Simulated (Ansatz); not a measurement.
CuI in space group P-6m2 (No. 187; Cu on 1a, I on 1f) at seven volumes, plane-wave PAW PBE (Ansatz code), shape and atoms relaxed at each. One row is withheld.

```tsv
V (Å³/atom)	P (GPa)
22.673	4.53
23.421	2.71
24.168	?
24.916	0.00
25.663	-0.98
26.411	-1.82
27.158	-2.53
```

**Question.** Fit the shown pressures and predict the withheld one.

**Answer.** P = (3/2)B₀(x^(7/2) − x^(5/2))[1 + (3/4)(B′ − 4)(x − 1)] with x = (V₀/V)^(2/3). Least squares on the six rows gives V₀ = 24.924 Å³/atom, B₀ = 37.0 GPa, B′ = 5.41. At V = 24.168, x = 1.0207 and P = 1.24 GPa. The run itself gave 1.20 GPa.

A made-up cell: these elements were put on the sites of a structure type; neither database checked (COD, Materials Project) lists it. It is not the phase usual at ambient conditions (space group No. 216). The PBE relaxation kept the symmetry of its start; its stability against distortions is not shown here. No spin polarisation was allowed. Spin–orbit coupling is left out wherever it is not named.

Potentials: the later of the program's two PAW sets.
